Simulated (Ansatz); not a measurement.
Ga: projected DOS by orbital

```
CELL_PARAMETERS angstrom
2.25535 -3.82240 0.00000
2.25535 3.82240 0.00000
0.00000 0.00000 4.51670
ATOMIC_POSITIONS crystal
Ga 0.15250 0.84750 0.07850
Ga 0.65250 0.34750 0.42150
Ga 0.84750 0.15250 0.92150
Ga 0.34750 0.65250 0.57850
```

Atom numbers follow the list: Ga1, Ga2, Ga3, Ga4.

The cell is COD entry 9008562, as deposited and not checked against the literature; nothing was relaxed.

Computed with DFT, PBEsol, all-electron LAPW, scalar-relativistic (Ansatz 0.2.0).

Sampling and basis: a Γ-centred 9×9×8 k mesh, Fermi–Dirac smearing of 0.05 eV, basis error target 1 meV/atom, no spin polarisation.

States per eV for one atom of each kind, in 0.4 eV bins named by their centres, from the Fermi level, projected on a minimal set of Löwdin-orthogonalised atomic shells; orbitals are real harmonics on the Cartesian axes, equal curves share a column, and empty bins are left out, as is all above 3.9 eV, near the top of the computed bands.

Ga1 4p:

```
# E all pz px py
-10.7 0.02 0.01 0.01 0.01
-10.3 0.04 0.01 0.02 0.02
-9.9 0.06 0.02 0.02 0.02
-9.5 0.08 0.03 0.03 0.03
-9.1 0.10 0.03 0.03 0.04
-8.7 0.11 0.03 0.04 0.03
-8.3 0.09 0.04 0.03 0.02
-7.9 0.10 0.04 0.04 0.02
-7.5 0.12 0.04 0.05 0.02
-7.1 0.15 0.05 0.05 0.05
-6.7 0.11 0.03 0.03 0.05
-6.3 0.08 0.02 0.03 0.03
-5.9 0.14 0.04 0.05 0.05
-5.5 0.17 0.05 0.05 0.07
-5.1 0.17 0.05 0.05 0.07
-4.7 0.15 0.04 0.04 0.06
-4.3 0.13 0.04 0.04 0.06
-3.9 0.12 0.04 0.04 0.05
-3.5 0.17 0.06 0.05 0.07
-3.1 0.25 0.08 0.07 0.09
-2.7 0.25 0.08 0.09 0.09
-2.3 0.28 0.08 0.10 0.10
-1.9 0.36 0.12 0.11 0.14
-1.5 0.47 0.16 0.13 0.18
-1.1 0.41 0.13 0.11 0.16
-0.7 0.32 0.10 0.09 0.13
-0.3 0.21 0.08 0.07 0.07
0.1 0.10 0.04 0.04 0.02
0.5 0.17 0.07 0.06 0.04
0.9 0.32 0.11 0.11 0.10
1.3 0.37 0.12 0.12 0.12
1.7 0.28 0.10 0.10 0.08
2.1 0.27 0.10 0.09 0.08
2.5 0.30 0.11 0.10 0.10
2.9 0.37 0.13 0.12 0.12
3.3 0.29 0.10 0.10 0.09
3.7 0.35 0.12 0.14 0.10
```

Ga1 4s:

```
# E all
-11.1 0.01
-10.7 0.05
-10.3 0.07
-9.9 0.08
-9.5 0.09
-9.1 0.11
-8.7 0.12
-8.3 0.10
-7.9 0.11
-7.5 0.14
-7.1 0.17
-6.7 0.13
-6.3 0.09
-5.9 0.14
-5.5 0.15
-5.1 0.15
-4.7 0.14
-4.3 0.11
-3.9 0.09
-3.5 0.09
-3.1 0.11
-2.7 0.08
-2.3 0.06
-1.9 0.06
-1.5 0.07
-1.1 0.05
-0.7 0.04
-0.3 0.04
0.1 0.02
0.5 0.06
0.9 0.17
1.3 0.19
1.7 0.12
2.1 0.11
2.5 0.11
2.9 0.13
3.3 0.09
3.7 0.09
```
